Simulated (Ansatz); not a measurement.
**Two inputs for WS2 with vanadium replacing W**

This input was run with Ansatz:

```yaml
crystal:
  lattice:
    - [6.36, 0.0, 0.0]
    - [-3.18, 5.507921568, 0.0]
    - [0.0, 0.0, 12.5]
  atoms:
    - { symbol: V, position: [0.1666666666, 0.3333333334, 0.25] }
    - { symbol: W, position: [0.1666666666, 0.8333333334, 0.25] }
    - { symbol: W, position: [0.6666666666, 0.3333333334, 0.25] }
    - { symbol: W, position: [0.6666666666, 0.8333333334, 0.25] }
    - { symbol: W, position: [0.3333333334, 0.1666666666, 0.75] }
    - { symbol: W, position: [0.3333333334, 0.6666666666, 0.75] }
    - { symbol: W, position: [0.8333333334, 0.1666666666, 0.75] }
    - { symbol: W, position: [0.8333333334, 0.6666666666, 0.75] }
    - { symbol: S, position: [0.1666666666, 0.3333333334, 0.625] }
    - { symbol: S, position: [0.1666666666, 0.8333333334, 0.625] }
    - { symbol: S, position: [0.6666666666, 0.3333333334, 0.625] }
    - { symbol: S, position: [0.6666666666, 0.8333333334, 0.625] }
    - { symbol: S, position: [0.3333333334, 0.1666666666, 0.125] }
    - { symbol: S, position: [0.3333333334, 0.6666666666, 0.125] }
    - { symbol: S, position: [0.8333333334, 0.1666666666, 0.125] }
    - { symbol: S, position: [0.8333333334, 0.6666666666, 0.125] }
    - { symbol: S, position: [0.1666666666, 0.3333333334, 0.875] }
    - { symbol: S, position: [0.1666666666, 0.8333333334, 0.875] }
    - { symbol: S, position: [0.6666666666, 0.3333333334, 0.875] }
    - { symbol: S, position: [0.6666666666, 0.8333333334, 0.875] }
    - { symbol: S, position: [0.3333333334, 0.1666666666, 0.375] }
    - { symbol: S, position: [0.3333333334, 0.6666666666, 0.375] }
    - { symbol: S, position: [0.8333333334, 0.1666666666, 0.375] }
    - { symbol: S, position: [0.8333333334, 0.6666666666, 0.375] }
total_charge: 1
kpoints:
  mp_grid: { grid: [4, 4, 2] }
scf:
  occupations: { method: tetrahedron }
hamiltonian:
  xc: pbe
  pseudopotentials: { kind: paw }
output:
  forces: true
  stress: true
  populations: true
  efg:
    quadrupole_moments_barn: { V: -0.052, S: -0.0694 }
    contact_densities: true
```

It converged. Of its output the block on the nuclei alone is shown, without the SCF iterations, energies, forces and stress (one atom of each set):

```
--- PAW observables at the nuclei: V_zz in 10²¹ V/m², potentials from the cell's mean, atoms counted from 1 ---
  atom   1  V  V_zz =    -2.675756   η = 0.0000   by run symmetry: allowed   C_q = +3.3644 MHz
            electrostatic potential = -2692.435150 V   contact ρ = 66001.525595 e/Å³
  atom   2  W  V_zz =   -19.871169   η = 0.0349   by run symmetry: allowed
            electrostatic potential = -14804.678132 V   contact ρ = 8821995.980537 e/Å³
  atom   5  W  V_zz =   -16.251627   η = 0.0013   by run symmetry: allowed
            electrostatic potential = -14804.759903 V   contact ρ = 8821987.713204 e/Å³
  atom   8  W  V_zz =   -16.033843   η = 0.0000   by run symmetry: allowed
            electrostatic potential = -14804.755581 V   contact ρ = 8821987.782184 e/Å³
  atom   9  S  V_zz =    -4.237467   η = 0.0000   by run symmetry: allowed   C_q = +7.1108 MHz
            electrostatic potential = -1637.468760 V   contact ρ = 19770.810321 e/Å³
  atom  10  S  V_zz =    -4.125750   η = 0.0033   by run symmetry: allowed   C_q = +6.9234 MHz
            electrostatic potential = -1637.459518 V   contact ρ = 19770.771977 e/Å³
  atom  13  S  V_zz =    -4.028760   η = 0.0688   by run symmetry: allowed   C_q = +6.7606 MHz
            electrostatic potential = -1637.565279 V   contact ρ = 19771.219790 e/Å³
  atom  16  S  V_zz =    -4.661658   η = 0.0000   by run symmetry: allowed   C_q = +7.8227 MHz
            electrostatic potential = -1637.382538 V   contact ρ = 19770.984031 e/Å³
```

(1) Can these gradients be trusted, and how do they compare with a run on standard settings?

Answers

(1) They agree with the standard run. Against the standard input the change is `scf.occupations.method`: fermi_dirac → cold; `scf.occupations.width`: 0.01 → 0.025; `scf.occupations.width`: 0.025 → not typed; `scf.occupations.method`: cold → tetrahedron. A site carries the number of its first atom; V_zz in 10²¹ V/m².

```json
{"site": "V", "atom": "1", "V_zz standard": "-2.72", "η standard": "0.00", "V_zz here": "-2.68", "η here": "0.00"}
{"site": "W2", "atom": "2", "V_zz standard": "-19.82", "η standard": "0.04", "V_zz here": "-19.87", "η here": "0.03"}
{"site": "W5", "atom": "5", "V_zz standard": "-16.01", "η standard": "0.00", "V_zz here": "-16.25", "η here": "0.00"}
{"site": "W8", "atom": "8", "V_zz standard": "-15.79", "η standard": "0.00", "V_zz here": "-16.03", "η here": "0.00"}
{"site": "S9", "atom": "9", "V_zz standard": "-4.21", "η standard": "0.00", "V_zz here": "-4.24", "η here": "0.00"}
{"site": "S10", "atom": "10", "V_zz standard": "-4.10", "η standard": "0.00", "V_zz here": "-4.13", "η here": "0.00"}
{"site": "S13", "atom": "13", "V_zz standard": "-3.98", "η standard": "0.09", "V_zz here": "-4.03", "η here": "0.07"}
{"site": "S16", "atom": "16", "V_zz standard": "-4.60", "η standard": "0.00", "V_zz here": "-4.66", "η here": "0.00"}
```

The largest change of V_zz is on W8, from -15.79 to -16.03. In per cent, |V_zz| changes by -2 on V, 0 to +2 on W, +1 on S (all sites that start above 2). SCF iterations: 11 and 13. New warnings: band table not solved further, tetrahedron derivatives may miss energy slope.

On the reference run: The run isn't spin-polarised, and a state with spin may lie lower. The defect repeats with the cell of 24 atoms, so it feels its images: sites between two images don't show the values beside a lone defect, and zeros or small values of η there can come from the images' arrangement. S and W carry a gradient in the pure host already, so the values there aren't the defect's effect alone. A uniform background compensates the cell's charge. The defect cell has no gap above 0.1 eV on its mesh, so the values can hang on the smearing and the k-mesh. Without spin–orbit coupling the gradients at and beside W can be off by some per cent, at some sites by more. The neighbours have not yet relaxed around the defect (largest force 0.63 eV/Å), so a real crystal will differ.
